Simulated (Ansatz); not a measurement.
Does relaxation matter for the field gradients of PtS2?

Start: a structure deposited in the COD (the entry's cell lengths or inner coordinates differ somewhat from later room-temperature determinations), taken as it stands.

```yaml
crystal:
  lattice:
    - [3.54320, 0.00000, 0.00000]
    - [-1.77160, 3.06850, 0.00000]
    - [0.00000, 0.00000, 5.03880]
  atoms:
    - { symbol: Pt, position: [0.00000, 0.00000, 0.00000] }
    - { symbol: S, position: [0.33333, 0.66667, 0.25000] }
    - { symbol: S, position: [0.66667, 0.33333, 0.75000] }
```

Atom numbers follow the list; atoms alike are taken as one site, whose name carries the number of the first.

Level of theory: DFT, PBE, plane waves and PAW, scalar-relativistic, 420 eV cutoff, Γ-centred 9×9×6 k-points, Fermi–Dirac smearing 0.02 eV (Ansatz 0.2.0).

The largest force at the start is 0.33 eV/Å. Relaxing the ions at fixed cell moves them by 0.026 Å at most (atom 2, S) and 0.021 Å rms.

```json
{"site": "Pt", "atom": "1", "moved (Å)": "0.000", "first shell before": "6 S at 2.40 Å", "first shell after": "6 S at 2.39 Å", "V_zz before (10²¹ V/m²)": "9.00", "η before": "0.00"}
{"site": "S", "atom": "2", "moved (Å)": "0.026", "first shell before": "3 Pt at 2.40 Å", "first shell after": "3 Pt at 2.39 Å", "V_zz before (10²¹ V/m²)": "-4.41", "η before": "0.00"}
```

Problem. How do the gradients change?

Solution. 

| site | atom | V_zz after | η after | change of V_zz |
| --- | --- | --- | --- | --- |
| Pt | 1 | 9.08 | 0.00 | +0.08 |
| S | 2 | -5.05 | 0.00 | -0.64 |

The largest change of V_zz is on S, from -4.41 to -5.05. In per cent, |V_zz| changes by +1 on Pt, +14 on S (all sites that start above 0.5).

Spin–orbit coupling is left out, which shifts gradients on Pt by a few per cent in wide-gap crystals, and can shift them far more where the calculated gap is small or absent, as here.
After: At this cell the principal stresses reach 5 GPa in size with PBE, which can matter for small gradients.
